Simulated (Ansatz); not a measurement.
# W, first-principles data

W:
```xyz
6
Lattice="0.0000 3.6747 3.6747 3.6747 0.0000 3.6747 3.6747 3.6747 0.0000" Properties=species:S:1:pos:R:3 pbc="T T T"
W      5.5120     5.5120     5.5120
W      3.6747     3.6747     3.6747
W      2.7560     0.9187     2.7560
W      0.9187     0.9187     0.9187
W      0.9187     2.7560     2.7560
W      2.7560     2.7560     0.9187
```

Space group Fd-3m (No. 227); conventional cell a = b = c = 7.349 Å, α = β = γ = 90.00°.

Method: r²SCAN (plane waves, PAW; program Ansatz). Geometry: relaxed at this level of theory. Other levels are named where they apply.

**Cell and energy**

```yaml
volume_per_atom: 16.54 Å³
density: 18.46 g/cm³
```

**Electronic structure**

```yaml
electronic_character: metallic (no gap)
Density of states at the Fermi level: 1.6 states/eV per atom (mean over ±0.08 eV)
Gap with spin–orbit coupling: none (metallic)
```

**Mechanics**

```yaml
Bulk modulus (Birch–Murnaghan fit): 289 GPa
Pressure derivative B′: 4.2
```

The start of the workflow was typed in or built on a structure type; neither database checked (COD, Materials Project) lists it. It is not the phase usual at ambient conditions (space group No. 229). The cell was relaxed with r²SCAN under the symmetry of its start; whether a distortion lowers the energy is not shown. The run is not spin-polarised. Spin–orbit coupling is left out wherever it is not named.

Potentials: the earlier of the program's two PAW sets.
